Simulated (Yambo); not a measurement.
Yambo run on Ag₂S (space group P2_1/c, No. 14). The wavefunctions are PBEsol (Quantum ESPRESSO, PseudoDojo norm-conserving, 82 Ry, without SOC) ones on a 4×2×1 mesh (88 occupied bands); a = 4.5544 Å, b = 7.0211 Å, c = 9.3436 Å, α = γ = 90.00°, β = 117.39°.

Yambo input:

```
rim_cut
HF_and_locXC
RandQpts= 1000000
RandGvec= 1 Ry
EXXRLvcs= 82 Ry
VXCRLvcs= 328 Ry
% QPkrange
 1 | 1 | 88 | 89 |
 2 | 2 | 88 | 89 |
 5 | 5 | 88 | 89 |
 6 | 6 | 88 | 89 |
%
```

k points by index: 1 = Γ, 2 = (0, -0.5, 0), 5 = (-0.5, 0, 0), 6 = (-0.5, -0.5, 0).

Table of the .hf output:

```
#    K-point    Band    Eo [eV]    Ehf [eV]    Vxc [eV]    Vnlxc [eV]
#
    1    88    0.000000    -3.377099    -19.11475    -22.49185
    1    89    1.226791    3.399015    -17.54166    -15.36943
    2    88    -0.183926    -3.445586    -17.95038    -21.21204
    2    89    1.816800    5.059498    -13.06629    -9.823592
    5    88    -0.075039    -3.775509    -19.46209    -23.16256
    5    89    1.200181    5.007583    -11.96462    -8.157215
    6    88    -0.140204    -3.387165    -18.02803    -21.27499
    6    89    1.384010    4.731457    -12.54470    -9.197252
```
Exchange alone, without screening.

Geometry of the Materials Project entry, not relaxed at this level.
